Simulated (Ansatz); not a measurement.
## Fe7Co (Im-3m): electronic heat capacity from the density of states

Theory: DFT PBEsol, scalar-relativistic, plane waves, PAW in Ansatz 0.2.0.

Settings: cutoff 420 eV, Γ-centred mesh 10×10×10 on the computed 8-atom cell, Gaussian smearing of 0.10 eV; collinear spin from starting moments 2.39 2.39 2.39 2.6 2.6 2.6 2.6 1.98 μB.

Relaxed cell: Im-3m, a = 5.590 Å, b = 5.590 Å, c = 5.590 Å, α = 90.00°, β = 90.00°, γ = 90.00°, 8 atoms in the primitive cell. Whether it is the stable form of this composition wasn't checked.

The density of states at the Fermi level is 7.939 states/eV in the cell of 8 atoms (1 formula unit; both spins, tetrahedra on a 15×15×15 mesh). The run ends with a moment of 17.52 μB a cell (largest on a site 2.36 μB), and the figure is for this state; a paramagnetic sample can have a quite different one. Another magnetic order, if the compound takes it, can change N(E_F) and the shape of the cell a good deal.

Q: What Sommerfeld coefficient does this give?

A: Per formula unit N(E_F) = 7.939 states/eV. γ = (π²/3) k_B² N(E_F) N_A = 2.357 mJ/(mol K²) per state/eV, so γ = 18.7 mJ/(mol K²), a mole of formula units. This is the bare band result: a measured γ of the same phase and magnetic order is as a rule larger by a factor 1 + λ from phonons and spin fluctuations. N(E_F) at one energy is sensitive to the mesh where the density of states has sharp peaks.

Only parallel moments were tried here.

Only this magnetic start was tried.

Cost: 1 run of about 4.3 core-minutes, on Arm Neoverse V1 (shared hosts).